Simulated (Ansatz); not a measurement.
B4C:
```yaml
crystal:
  lattice:
    - [2.81596, 1.62580, 4.02501]
    - [-2.81596, 1.62580, 4.02501]
    - [0.00000, -3.25159, 4.02501]
  atoms:
    - { symbol: B, position: [0.30846, 0.80643, 0.80643] }
    - { symbol: B, position: [0.69154, 0.19357, 0.19357] }
    - { symbol: B, position: [0.80643, 0.30846, 0.80643] }
    - { symbol: B, position: [0.19357, 0.69154, 0.19357] }
    - { symbol: B, position: [0.80643, 0.80643, 0.30846] }
    - { symbol: B, position: [0.19357, 0.19357, 0.69154] }
    - { symbol: B, position: [0.67024, 0.99407, 0.99407] }
    - { symbol: B, position: [0.32976, 0.00593, 0.00593] }
    - { symbol: B, position: [0.99407, 0.67024, 0.99407] }
    - { symbol: B, position: [0.00593, 0.32976, 0.00593] }
    - { symbol: B, position: [0.99407, 0.99407, 0.67024] }
    - { symbol: B, position: [0.00593, 0.00593, 0.32976] }
    - { symbol: C, position: [0.60976, 0.60976, 0.60976] }
    - { symbol: C, position: [0.39024, 0.39024, 0.39024] }
    - { symbol: C, position: [0.50000, 0.50000, 0.50000] }
```

Relaxed with r²SCAN. Special points in fractions of this cell's reciprocal vectors: Γ (0.000, 0.000, 0.000); T (0.500, 0.500, 0.500); H2 (0.725, 0.275, 0.500); H0 (0.500, -0.275, 0.275); L (0.500, 0.000, 0.000); S0 (0.388, -0.388, 0.000); S2 (0.612, 0.000, 0.388); F (0.500, 0.000, 0.500).

**Question.** List the band energies nearest the valence-band maximum at these points for r²SCAN in the plane-wave PAW code Ansatz.

**Answer.** In eV from the valence-band maximum; about four levels below and three above (degenerate sets whole), none deeper than 8.9 eV; points with the same levels are listed once.

```csv
k,below,above
Γ,-0.99 -0.99 -0.06 -0.06,2.79 2.79 5.42
T,-1.30 -0.69 -0.69 -0.34,2.16 2.16 4.47
H2,-1.95 -1.48 -1.07 -1.01,2.31 2.53 4.45
L,-2.06 -1.94 -1.01 -0.02,1.81 2.53 4.75
S0,-2.09 -2.07 -0.84 -0.67,2.15 2.58 4.03
F,-1.96 -1.70 -0.65 -0.47,2.51 2.62 3.91
```

Space group R-3m. The first step of the workflow began from a Materials Project structure, measured or hypothetical; the Crystallography Open Database copy checked does not list it. Its standing as an ambient phase is unchecked. The r²SCAN relaxation kept the symmetry of its start; whether a distortion lowers the energy is not shown.

Potentials: the earlier of the program's two PAW sets. The files were generated under PBE; for other functionals the program regenerates the frozen cores, and for LDA and PBEsol the local potential too.
